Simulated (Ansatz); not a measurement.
Data:

SnO₂ (rutile)

```
CELL_PARAMETERS angstrom
      4.76919     0.00000     0.00000
      0.00000     4.76919     0.00000
      0.00000     0.00000     3.21201
ATOMIC_POSITIONS crystal
  Sn 0.00000 0.00000 0.00000
  Sn 0.50000 0.50000 0.50000
  O  0.30628 0.30628 0.00000
  O  0.80628 0.19372 0.50000
  O  0.19372 0.80628 0.50000
  O  0.69372 0.69372 0.00000
```

E(V) scan at fixed shape, V₀ the volume above. The atoms relax within the cell's symmetry.

Calculation: PBEsol (plane waves to 420 eV, PAW, scalar-relativistic; Ansatz, an electronic-structure program). k mesh 7×7×11 (Γ-centred), Fermi-Dirac smearing 0.05 eV. Energies are smeared free energies. Compression counts positive. With the shape held, the modulus is that of even scaling; a crystal free to change shape is softer. SnO2 was relaxed with its symmetry unable to fall. The zero of ΔE is the relaxed starting cell.

The scan covers V/V₀ from 0.900 to 1.100 in 11 points.

**Question.** What pressure does the cell carry at V/V₀ = 0.900?

**Answer.** 26.7 GPa.

**Question.** What is ΔE at V/V₀ = 1.100?

**Answer.** 61.2 meV/atom.

**Question.** What is ΔE at V/V₀ = 0.900?

**Answer.** 91.4 meV/atom.

(A scan under strain: stresses follow from slopes of the energy per volume, elastic moduli from its curvatures.)
